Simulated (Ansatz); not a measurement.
A geometry of Si2Ni away from equilibrium: the start of the relaxation of a relaxed Si2Ni cell displaced along its unstable phonon at q = (½, 0, 0) of its primitive reciprocal cell (23i cm⁻¹), largest move 0.15 Å. All values below come from PBE (plane waves to 420 eV, PAW, scalar-relativistic; Ansatz, a first-principles code). Γ-centred k-mesh 5×9×5 on the run's cell (coarser than for final values), Fermi–Dirac smearing 0.05 eV.

```xyz
12
Lattice="7.0588 0.0000 0.0000 0.0000 3.5294 0.0000 0.0000 0.0000 6.2374" Properties=species:S:1:pos:R:3:forces:R:3 pbc="T T T" free_energy=-28446.526 pressure_GPa=0.2
Si     0.0012     0.0000     0.1500   -0.0038    0.0000   -0.1004
Si     3.5282     0.0000    -0.1500    0.0000    0.0000   -0.0529
Si     1.7526     1.7647    -0.0151    0.0010    0.0000   -0.0160
Si     5.3062     1.7647     0.0151    0.0011    0.0000   -0.0155
Si     1.7710     0.0000     2.3783    0.0218    0.0000    0.0325
Si     5.2878     0.0000     2.3792   -0.0185    0.0000    0.0340
Si    -0.0006     1.7647     3.8630   -0.0044    0.0000   -0.0180
Si     3.5300     1.7647     3.8543    0.0013    0.0000   -0.0574
Ni     1.6255     0.0000     4.6888   -0.0159    0.0000    0.0246
Ni     5.4333     0.0000     4.6970   -0.0143    0.0000    0.0221
Ni     0.0140     1.7647     1.5851    0.0173    0.0000    0.0753
Ni     3.5154     1.7647     1.5038    0.0145    0.0000    0.0717
```

Positions in Å, forces in eV/Å, free energy of the cell in eV (comparable only within this code, potentials and settings). Largest force: 0.10 eV/Å, on Si1 (atoms numbered as listed); the geometry lies 0.06 eV/atom above the end of its relaxation.

No spin polarisation in the result. A magnetic state may lie lower.

The run could not lose the symmetry of its start: the end is stationary, and may be a saddle point rather than a minimum.

The end of the path is a generated cell of Si2Ni: the first start was made by placing the elements on the sites of a structure type, and the end was not matched to a known phase here, so it may be hypothetical. Known forms of Si2Ni include space group No. 225.
